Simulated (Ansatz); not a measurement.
Given:

ZnInGaO₄:
```
ZnInGaO4
1.0
    1.65545     0.95577     8.59449
   -1.65545     0.95577     8.59449
    0.00000    -1.91155     8.59449
Zn In Ga O
1 1 1 4
Direct
  0.21885   0.21885   0.21885
  0.00321   0.00321   0.00321
  0.78696   0.78696   0.78696
  0.29562   0.29562   0.29562
  0.71122   0.71122   0.71122
  0.12085   0.12085   0.12085
  0.86330   0.86330   0.86330
```

This is the HSE06-relaxed structure.

Q: All from the program Ansatz at the HSE06 level (PAW), unless another level is named. Estimate the band gap.

A: 3.03 eV (smallest direct gap 3.03 eV).

Q: Give the valence-band maximum.

A: at T.

Q: And the conduction-band minimum?

A: at Γ.

Space group R3m. The HSE06 relaxation kept the symmetry of its start. The hybrid was solved on a coarse mesh, the path and, where they were found, the r²SCAN edge points; its band edges are the extreme levels among these. Scalar-relativistic: spin–orbit coupling is off unless named, which matters more the heavier the elements.

Potentials: the later of the program's two PAW sets.
